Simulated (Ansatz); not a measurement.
# SrVO3 (cubic perovskite): scan of one atom of the cell

Relaxed SrVO$_{3}$ (cubic perovskite):

```
SrVO3
1.0
    3.85813     0.00000     0.00000
    0.00000     3.85813     0.00000
    0.00000     0.00000     3.85813
Sr V O
1 1 3
Direct
  0.00000   0.00000   0.00000
  0.50000   0.50000   0.50000
  0.00000   0.50000   0.50000
  0.50000   0.50000   0.00000
  0.50000   0.00000   0.50000
```

In each cell atom 1 (Sr, nearest neighbour O at 2.728 Å; its periodic images, 3.9 Å or more away, move with it) moves by s·(1.000, 0.000, 0.000) (along Cartesian x), the rest being held.

The numbers are results of PBE (plane waves to 420 eV, PAW, scalar-relativistic; Ansatz, an electronic-structure program), not measurements. k mesh 10×10×10 (Γ-centred), Fermi-Dirac smearing 0.05 eV. E stands for the smeared free energy. Stress and pressure are positive under compression. With partly filled bands, energies and forces of such displacements shift with the k mesh and the smearing. F∥ is the force on the atom along that direction. SrVO3 is run without spin polarisation and with no Hubbard U. SrVO3 was relaxed with its symmetry unable to fall. The PAW data are Ansatz's earlier set. ΔE is measured from the undisplaced structure.

| s (Å) | ΔE (eV/cell) | P (GPa) | F∥ (eV/Å) |
|---|---|---|---|
| -0.270 | 0.155 | 2.0 | 1.196 |
| -0.216 | 0.097 | 1.3 | 0.928 |
| -0.162 | 0.054 | 0.8 | 0.679 |
| -0.108 | 0.024 | 0.4 | 0.444 |
| -0.054 | 0.006 | 0.1 | 0.220 |
| 0.000 | 0.000 | 0.1 | 0.000 |
| 0.054 | 0.006 | 0.1 | -0.220 |
| 0.108 | 0.024 | 0.4 | -0.444 |
| 0.162 | 0.054 | 0.8 | -0.679 |
| 0.216 | 0.097 | 1.3 | -0.928 |
| 0.270 | 0.155 | 2.0 | -1.196 |

Summary:

```
Item                                                                                                                                              Value
--------------------------------------------------------  ---------------------------------------------------------------------------------------------
Energy at s = 0.270 Å                                                                                                                      155 meV/cell
Force along the line at s = -0.270 Å                                                                                                          1.20 eV/Å
Symmetry of the curve                                                                                                     even: the same for both signs
Shape of the curve                                                                       a single well with its minimum at or next to zero displacement
Force constant k = d²E/ds² at s = 0 (finite differences)                                                                                     4.05 eV/Å²
Harmonic estimate at the end of the scan                  ½ks² = 148 meV/cell against the computed 155 meV/cell, so the well is close to harmonic there
```

The 11 points together took roughly 4 core-minutes.

(A displaced cell: forces are minus the slopes of the energy, force constants its curvatures, and phonons follow from these.)
